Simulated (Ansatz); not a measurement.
Property card for CuI

CuI:
```yaml
crystal:
  lattice:
    - [4.16699, 0.00000, 0.00000]
    - [-2.08350, 3.60872, 0.00000]
    - [0.00000, 0.00000, 9.64245]
  atoms:
    - { symbol: Cu, position: [0.49987, 0.49987, 0.50000] }
    - { symbol: Cu, position: [0.50013, 0.00000, 0.83333] }
    - { symbol: Cu, position: [0.00000, 0.50013, 0.16667] }
    - { symbol: I, position: [0.49997, 0.49997, 0.00000] }
    - { symbol: I, position: [0.50003, 0.00000, 0.33333] }
    - { symbol: I, position: [0.00000, 0.50003, 0.66667] }
```

Space group P6_422 (No. 181); conventional cell a = b = 4.167 Å, c = 9.642 Å, α = β = 90.00°, γ = 120.00°.

Method: plane-wave PAW PBE+D3(BJ) (Ansatz code). The cell and atoms are relaxed at this level. Other levels are named where they apply.

Cell and energy:

- Volume per atom = 24.17 Å³
- Density = 6.54 g/cm³
- Formation energy from the elements (no fitted shifts) = 0.030 eV/atom

Electronic structure:

- Band gap = 0.69 eV (indirect)
- Valence-band maximum = at A
- Conduction-band minimum = at Γ
- Smallest direct gap on the standard path = 1.17 eV
- Electron effective mass = 0.13, 0.14, 0.14 mₑ (principal values)
- Hole effective mass = 0.35, 0.35, 0.62 mₑ (principal values)

Magnetism:

* **Magnetic order**: non-magnetic (starting moments vanished)

Mechanics:

- Bulk modulus (Birch–Murnaghan fit): 50.2 GPa
- Pressure derivative B′: 5.1

The start of the workflow was typed in or built on a structure type; neither database checked (COD, Materials Project) lists it. It is not the phase usual at ambient conditions (space group No. 216). The PBE+D3(BJ) relaxation kept the symmetry of its start; whether a distortion lowers the energy is not shown. The workflow began spin-polarised and lost its moments. The volume moved by -32 % from the start of the relaxation. Point labels and valley counts follow the cell and symmetry of the run, lower than the named group. The references are the lowest solids computed at this level, not always the standard phases. Scalar-relativistic: spin–orbit coupling is off unless named, which matters more the heavier the elements.

Potentials: the earlier of the program's two PAW sets.
